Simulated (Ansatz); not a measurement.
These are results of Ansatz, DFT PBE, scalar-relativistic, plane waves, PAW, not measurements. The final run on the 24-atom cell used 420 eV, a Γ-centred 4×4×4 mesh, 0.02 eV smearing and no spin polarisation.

Formation energies are uncorrected and refer to the elements' standard structures at the same level (O₂ as a molecule).

Question: Propose a candidate for a tetragonal wide-gap insulator made of Ge, O and Si, with a gap near 4.0 eV, a formation energy near −2.12 eV/atom and about 20 Å³ per atom, in a cell of 24 atoms. Its symmetry should be P4_2/mnm (No. 136).

Answer: SiGeO₄, space group P4_2/mnm (No. 136). Si is surrounded by 4 O at 1.61–1.62 Å; around Ge lie 4 O at 1.73–1.74 Å; around O on its first site lie 1 Si at 1.61 Å and 1 Ge at 1.73 Å; around O on its second site lie 1 Si at 1.62 Å and 1 Ge at 1.74 Å.

```
Si Ge O
1.0
     9.32057    0.00000    0.00000
     0.00000    9.32057    0.00000
     0.00000    0.00000    5.46120
Si Ge O
4 4 16
Direct
  0.67856 0.67856 0.00000
  0.17856 0.82144 0.50000
  0.82144 0.17856 0.50000
  0.32144 0.32144 0.00000
  0.82505 0.82505 0.50000
  0.17495 0.17495 0.50000
  0.67495 0.32505 0.00000
  0.32505 0.67495 0.00000
  0.74902 0.74902 0.75824
  0.25098 0.25098 0.24176
  0.74902 0.74902 0.24176
  0.25098 0.25098 0.75824
  0.71308 0.50770 0.00000
  0.50770 0.71308 0.00000
  0.00770 0.78692 0.50000
  0.49230 0.28692 0.00000
  0.78692 0.00770 0.50000
  0.28692 0.49230 0.00000
  0.21308 0.99230 0.50000
  0.24902 0.75098 0.25824
  0.24902 0.75098 0.74176
  0.99230 0.21308 0.50000
  0.75098 0.24902 0.25824
  0.75098 0.24902 0.74176
```

* Volume per atom: 19.77 Å³
* Density: 2.31 g/cm³
* Formation energy: −2.119 eV/atom
* Gap on the 4×4×4 mesh of the 24-atom cell: 4.04 eV

The structure comes from a generated guess, relaxed at this level; another structure or a mixture of phases may lie lower. The answer needn't be unique; the calculation gave this one.

Kohn–Sham gaps at this level usually fall short of measured ones. Symmetry constrained the relaxation, so the result can be a saddle point.
